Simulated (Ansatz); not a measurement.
AlPd:
```cif
data_Al4Pd4
_chemical_formula_sum 'Al4 Pd4'
_space_group_name_H-M_alt 'Cmcm'
_space_group_IT_number 63
_space_group_name_Hall '-C 2c 2'
_cell_length_a 2.79274
_cell_length_b 9.94461
_cell_length_c 4.22024
_cell_angle_alpha 90.000
_cell_angle_beta 90.000
_cell_angle_gamma 90.000
loop_
_space_group_symop_operation_xyz
  'x, y, z'
  '-x, -y, -z'
  '-x, -y, z+1/2'
  'x, y, -z+1/2'
  'x, -y, -z'
  '-x, y, z'
  '-x, y, -z+1/2'
  'x, -y, z+1/2'
  'x+1/2, y+1/2, z'
  '-x+1/2, -y+1/2, -z'
  '-x+1/2, -y+1/2, z+1/2'
  'x+1/2, y+1/2, -z+1/2'
  'x+1/2, -y+1/2, -z'
  '-x+1/2, y+1/2, z'
  '-x+1/2, y+1/2, -z+1/2'
  'x+1/2, -y+1/2, z+1/2'
loop_
_atom_site_label
_atom_site_type_symbol
_atom_site_symmetry_multiplicity
_atom_site_Wyckoff_symbol
_atom_site_fract_x
_atom_site_fract_y
_atom_site_fract_z
_atom_site_occupancy
Al1 Al 4 c 0.00000 0.34810 0.25000 1
Pd1 Pd 4 c 0.00000 0.08991 0.25000 1
```
(The calculation used a cell of 4 atoms; values per cell refer to that cell.)

Relaxed at zero pressure with PBEsol (plane waves, PAW; program Ansatz).

Problem. The volume is lowered by 9 % and shape and atoms relax at that volume. What pressure results, and how do the axes share the change?

Solution. 18.2 GPa; a -3.5 %, b -3.1 %, c -2.7 %; the energy rises by 68 meV/atom.

Problem. Give the new structure.

Solution. 
Space group Cmcm (No. 63); a = 2.695 Å, b = 9.635 Å, c = 4.108 Å, α = β = γ = 90.00°

```json
[
 {"atom": "Al", "site": "4c", "symmetry": "m2m", "x": "0.0000", "y": "0.3449", "z": "0.2500"},
 {"atom": "Pd", "site": "4c", "symmetry": "m2m", "x": "0.0000", "y": "0.0886", "z": "0.2500"}
]
```

The phase is kept; no other phase was compared at this pressure.

The start of the workflow was typed in or built on a structure type; neither database checked (COD, Materials Project) lists it. Its standing as an ambient phase is unchecked. The PBEsol relaxation kept the symmetry of its start; whether a distortion lowers the energy is not shown. No spin polarisation was allowed. Axis ratios of metals converge slowly with the k-mesh, so a and c are less sure than the volume.

Potentials: the later of the program's two PAW sets.
